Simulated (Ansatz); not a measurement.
ZnInGaO₄:
```xyz
7
Lattice="1.6555 0.9558 8.5945 -1.6555 0.9558 8.5945 0.0000 -1.9115 8.5945" Properties=species:S:1:pos:R:3 pbc="T T T"
Zn     0.0000     0.0000     5.6426
In     0.0000     0.0000     0.0827
Ga     0.0000     0.0000    20.2905
O      0.0000     0.0000     7.6220
O      0.0000     0.0000    18.3378
O      0.0000     0.0000     3.1160
O      0.0000     0.0000    22.2588
```

Relaxed with HSE06. Special points in fractions of this cell's reciprocal vectors: Γ (0.000, 0.000, 0.000); T (0.500, 0.500, 0.500); H2 (0.825, 0.175, 0.500); H0 (0.500, -0.175, 0.175); L (0.500, 0.000, 0.000); S0 (0.337, -0.337, 0.000); S2 (0.663, 0.000, 0.337); F (0.500, 0.000, 0.500).

**Question.** List the band energies nearest the valence-band maximum at these points for plane-wave PAW HSE06 (Ansatz code).

**Answer.** In eV from the valence-band maximum; about four levels below and three above (degenerate sets whole), none deeper than 8.9 eV; points with the same levels are listed once.

```json
[
 {"k": "Γ", "below": "-0.65 -0.65 -0.45 0.00 0.00", "above": "3.03 6.32 6.98"},
 {"k": "T", "below": "-0.68 -0.68 0.00 0.00", "above": "4.35 4.69 7.35"},
 {"k": "H2", "below": "-1.56 -1.29 -0.56 -0.39", "above": "8.75 9.97 10.17"},
 {"k": "L", "below": "-1.13 -1.03 -0.40 -0.27", "above": "7.26 8.12 8.62"},
 {"k": "S0", "below": "-1.57 -1.28 -0.56 -0.39", "above": "8.75 9.98 10.18"},
 {"k": "F", "below": "-1.31 -1.09 -0.92 -0.32", "above": "7.40 7.94 8.61"}
]
```

Space group R3m. The HSE06 relaxation kept the symmetry of its start. The hybrid was solved on a coarse mesh, the path and, where they were found, the r²SCAN edge points; its band edges are the extreme levels among these. Scalar-relativistic: spin–orbit coupling is off unless named, which matters more the heavier the elements.

Potentials: the later of the program's two PAW sets.
